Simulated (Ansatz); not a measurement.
SrTiO3 (cubic perovskite, Pm-3m), DFT-r²SCAN in the program Ansatz with PAW potentials, all energies at zero smearing, with the estimated change up to a 700 eV cutoff added, with one set of potentials and settings (totals compare only within such a set). Cell of 5 atoms (1 Sr, 1 Ti, 3 O): -7774.738 eV.

```json
[
 {"element": "Sr", "reference phase": "P6_3/mmc, 2 atoms in the cell", "E (eV/atom)": "-3555.1144"},
 {"element": "Ti", "reference phase": "P6/mmm, 3 atoms in the cell", "E (eV/atom)": "-2504.3896"},
 {"element": "O", "reference phase": "C2/m, 4 atoms in the cell, spin-polarised", "E (eV/atom)": "-566.0281"}
]
```

Formation energy per atom, worked out: (-7774.738 − 1×(-3555.1144) − 1×(-2504.3896) − 3×(-566.0281))/5 = -3.430 eV/atom (-331 kJ per mol of atoms), at 0 K, without zero-point energy or fitted corrections.

The cell was relaxed with r²SCAN under the symmetry of its start. The run is not spin-polarised. The references are the lowest solids computed at this level, not always the standard phases (solids in place of the gases).

Potentials: the later of the program's two PAW sets.
